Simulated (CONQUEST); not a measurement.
A self-consistent single point of BaTiO₃ (Pm-3m, 5 atoms in the cell; from Materials Project mp-2998, changed as shown).

```
CELL_PARAMETERS angstrom
      3.92753     0.00000     0.00000
      0.00000     3.92753     0.00000
      0.00000     0.00000     3.92753
ATOMIC_POSITIONS crystal
  Ba 0.50000 0.50000 0.50000
  Ti 0.00000 0.00000 0.00000
  O  0.50000 0.00000 0.00000
  O  0.00000 0.50000 0.00000
  O  0.00000 0.00000 0.50000
```

Computed with PBE, numerical atomic orbitals double-zeta with polarisation (the shipped basis), PseudoDojo norm-conserving potentials made for PBE in CONQUEST.

CONQUEST settings:

```
key                                             value
---------------------  ------------------------------
basis                                             DZP
Diag.MPMeshX, Y, Z                              8 8 8
potentials             PseudoDojo norm-conserving PBE
Grid.GridCutoff                                140 Ha
DM.SolutionMethod                              diagon
Diag.kT                                   0.001837 Ha
Diag.GammaCentred                                true
minE.SCTolerance                              1.0e-07
SC.MaxIters                                       100
SC.LinearMixingFactor                             0.3
AtomMove.TypeOfRun                             static
```

Results:

```
Item                                                      Value
------------------------------------------------  -------------
Number of valence electrons                                  40
Number of bands                                              72
Number of k-points after the program's reduction            341
Size of the basis                                            72
Number of SCF iterations                                     11
FFT grid                                           40 × 40 × 40
Free energy E − TS                                -3737.2356 eV
Top of the valence band (on the code's own zero)      -10.35 eV
Gap on the k-point mesh                                 1.77 eV
Pressure                                              16.73 GPa
```

Stress (GPa, positive for compression):
```
16.73   0.00   0.00
 0.00  16.73   0.00
 0.00   0.00  16.73
```

Gaps are taken between levels on the mesh.

For comparison: a first run was changed to give this one (lattice scaled by 0.98), and from it to this one the free energy goes up by 46.8 meV/atom, the pressure goes from 3.13 to 16.73 GPa and the gap on the mesh goes from 1.654 to 1.767 eV.

The program uses no crystal symmetry, so grid and mesh can part values that symmetry would make equal. The atom-centred basis is finite, which shifts total energies, pressures and gaps against plane waves. The structure comes from a collection of computed structures, made at another level of theory; the collection holds predicted forms beside known ones.

Cost on one core: around 9 core-minutes (rough).
